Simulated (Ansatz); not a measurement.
Te$_{2}$Pd:
```xyz
3
Lattice="4.0106 0.0000 0.0000 -2.0053 3.4733 0.0000 0.0000 0.0000 5.0330" Properties=species:S:1:pos:R:3 pbc="T T T"
Pd     0.0000     0.0000     0.0000
Te     0.0000     2.3155     1.3452
Te     2.0053     1.1578     3.6877
```

Relaxed with LDA. Special points in fractions of this cell's reciprocal vectors: Γ (0.000, 0.000, 0.000); M (0.500, 0.000, 0.000); K (0.333, 0.333, 0.000); A (0.000, 0.000, 0.500); L (0.500, 0.000, 0.500); H (0.333, 0.333, 0.500).

### Question
List the band energies nearest the Fermi level at these points for the program Ansatz at the LDA level (PAW).

### Answer
In eV from the Fermi level; about four levels below and three above (degenerate sets whole), none deeper than 8.9 eV; points with the same levels are listed once.

```json
[
 {"k": "Γ", "below": "-3.51 -3.51 -2.41 -0.08 -0.08", "above": "0.62 0.62 1.96"},
 {"k": "M", "below": "-3.28 -3.19 -2.92 -2.43", "above": "0.00 2.52 3.96"},
 {"k": "K", "below": "-1.66 -1.66 -1.48 -0.40 -0.40", "above": "3.68 6.83 7.60 7.60"},
 {"k": "A", "below": "-1.96 -1.02 -1.02 -0.86", "above": "1.99 1.99 4.68"},
 {"k": "L", "below": "-3.24 -2.95 -1.88 -0.34", "above": "0.05 1.40 4.81"},
 {"k": "H", "below": "-3.76 -3.76 -3.28 -2.67 -2.67", "above": "2.69 2.69 7.26"}
]
```

Space group P-3m1. The workflow started from an entry of the Crystallography Open Database (COD). Its standing as an ambient phase is unchecked. The cell was relaxed with LDA under the symmetry of its start; whether a distortion lowers the energy is not shown. The run is not spin-polarised. A crystal of weakly bound layers computed without a dispersion correction: the cell and the soft elastic constants depend strongly on that. Spin–orbit coupling is left out wherever it is not named.

Potentials: the later of the program's two PAW sets.
